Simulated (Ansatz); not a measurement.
# Relaxing Y16Zr

Method: DFT PBEsol, scalar-relativistic, plane waves, PAW in Ansatz. (420 eV cutoff, 3×3×3 k-mesh, Gaussian smearing of 0.10 eV, no spin polarisation)

What was changed: Zr after trading places with the vacancy, charge +0, atoms relaxed.

In a supercell of 17 atoms the defect feels its periodic images, and the cell reads as a metal on the mesh, so a level in the gap can't be told from a carrier in the bands.

Spin polarisation was left out.

Command:

```bash
ansatz run input.yaml --threads 4 --pin off --max-ram 8192MiB --backend cpu --events-out ev --progress --plain --runs-dir out
```

Input:

```yaml
crystal:
  lattice:
    - [5.3962749318, 3.1155407844, 5.5857601107]
    - [-5.3962749317, 3.1155407845, 5.5857601107]
    - [0.0, -6.2310815689, 5.5857601107]
  atoms:
    - { symbol: Zr, position: [-0.1944444444, 0.4722222222, 0.4722222222] }
    - { symbol: "Y", position: [0.1944444444, 0.8611111111, 0.1944444444] }
    - { symbol: "Y", position: [0.5277777778, 0.1944444444, 0.5277777778] }
    - { symbol: "Y", position: [0.1944444444, 0.1944444444, 0.8611111111] }
    - { symbol: "Y", position: [0.5277777778, 0.5277777778, 0.1944444444] }
    - { symbol: "Y", position: [0.8611111111, 0.8611111111, 0.5277777778] }
    - { symbol: "Y", position: [0.5277777778, 0.8611111111, 0.8611111111] }
    - { symbol: "Y", position: [0.8611111111, 0.1944444444, 0.1944444444] }
    - { symbol: "Y", position: [0.8611111111, 0.5277777778, 0.8611111111] }
    - { symbol: "Y", position: [0.4722222222, 0.4722222222, 0.8055555556] }
    - { symbol: "Y", position: [0.4722222222, 0.8055555556, 0.4722222222] }
    - { symbol: "Y", position: [0.8055555556, 0.1388888889, 0.8055555556] }
    - { symbol: "Y", position: [0.4722222222, 0.1388888889, 0.1388888889] }
    - { symbol: "Y", position: [0.1388888889, 0.8055555556, 0.8055555556] }
    - { symbol: "Y", position: [0.8055555556, 0.8055555556, 0.1388888889] }
    - { symbol: "Y", position: [0.1388888889, 0.1388888889, 0.4722222222] }
    - { symbol: "Y", position: [0.1388888889, 0.4722222222, 0.1388888889] }
basis:
  ecutwfc: 420
  xc_grid: 2
kpoints:
  mp_grid: { grid: [3, 3, 3], shift: [0.0, 0.0, 0.0] }
hamiltonian:
  xc: pbesol
scf:
  occupations: { method: gaussian, width: 0.1 }
output:
  forces: true
  stress: false
  eigenvalues: true
  write_density: true
  write_potential: true
  elf: true
  volumetric_format: npy
relax:
  adjacent_minimum: "off"
  f_tol: 0.02
  max_steps: 60
```

F is the free energy.

Steps:

```tsv
step	F − F(1) (eV)	largest force component (eV/Å)
1	0.0000	0.510
2	-0.2602	0.185
3	-0.2865	0.030
4	-0.2855	0.096
5	-0.2894	0.011
```

Relaxed structure:

```cif
data_structure
_symmetry_space_group_name_H-M 'P 1'
_symmetry_Int_Tables_number 1
_cell_length_a 8.3682
_cell_length_b 8.3682
_cell_length_c 8.3682
_cell_angle_alpha 80.309
_cell_angle_beta 80.309
_cell_angle_gamma 80.309
_cell_volume 563.46
loop_
_atom_site_label
_atom_site_type_symbol
_atom_site_fract_x
_atom_site_fract_y
_atom_site_fract_z
_atom_site_occupancy
Zr1 Zr 0.79187 0.46623 0.46623 1
Y1 Y 0.19258 0.87196 0.19517 1
Y2 Y 0.53691 0.19566 0.52144 1
Y3 Y 0.19258 0.19517 0.87196 1
Y4 Y 0.53691 0.52144 0.19566 1
Y5 Y 0.86715 0.84603 0.51974 1
Y6 Y 0.52652 0.85911 0.85911 1
Y7 Y 0.85993 0.20208 0.20208 1
Y8 Y 0.86715 0.51974 0.84603 1
Y9 Y 0.47745 0.47322 0.79962 1
Y10 Y 0.47745 0.79962 0.47322 1
Y11 Y 0.80391 0.13869 0.79856 1
Y12 Y 0.46943 0.13603 0.13603 1
Y13 Y 0.14265 0.81084 0.81084 1
Y14 Y 0.80391 0.79856 0.13869 1
Y15 Y 0.12957 0.15991 0.47794 1
Y16 Y 0.12957 0.47794 0.15991 1
```

The run converged. Time: 2.6 min on 4 threads of Intel(R) Xeon(R) Processor @ 2.50GHz (Skylake/Cascade Lake), with other jobs on the host, peak memory 1.7 GiB.